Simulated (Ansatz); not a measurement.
SnIr3N:
```cif
data_Ir3NSn
_chemical_formula_sum 'Sn1 Ir3 N1'
_space_group_name_H-M_alt 'P 1'
_space_group_IT_number 1
_cell_length_a 4.13056
_cell_length_b 4.13056
_cell_length_c 4.13056
_cell_angle_alpha 90.000
_cell_angle_beta 90.000
_cell_angle_gamma 90.000
loop_
_space_group_symop_operation_xyz
  'x, y, z'
loop_
_atom_site_label
_atom_site_type_symbol
_atom_site_fract_x
_atom_site_fract_y
_atom_site_fract_z
_atom_site_occupancy
Sn1 Sn 0.00000 0.00000 0.00000 1
Ir1 Ir 0.00000 0.50000 0.50000 1
Ir2 Ir 0.50000 0.00000 0.50000 1
Ir3 Ir 0.50000 0.50000 0.00000 1
N1 N 0.50000 0.50000 0.50000 1
```

Relaxed with PBEsol.

Question: Decompose the optical modes at the zone centre into irreducible representations, and say which are infrared and Raman allowed.

Answer: Point group m-3m: Γ_opt = 3T1u + T2u. Infrared: T1u. Raman: none.

Question: Assign frequencies (DFPT, plane-wave PAW PBEsol (Ansatz code)).

Answer: T1u 195i, T2u 16i, T1u 94, T1u 232 cm⁻¹.

Space group Pm-3m (anti-perovskite). The start of the workflow was typed in or built on a structure type; neither database checked (COD, Materials Project) lists it. Whether it is the stable phase at ambient conditions was not checked. The PBEsol relaxation kept the symmetry of its start. At this level the phase is dynamically unstable (imaginary phonons). The workflow began spin-polarised and lost its moments. The volume moved by 18 % from the start of the relaxation. Its formation energy is positive at this level, so the cell may be metastable or incomplete. As this level gives no gap, phonon frequencies hold no LO–TO term and depend on the k-mesh and smearing (Fermi–Dirac, 0.1 eV here). Scalar-relativistic: spin–orbit coupling is off unless named, which matters more the heavier the elements.

Potentials: the earlier of the program's two PAW sets. The files were generated under PBE; for other functionals the program regenerates the frozen cores, and for LDA and PBEsol the local potential too.
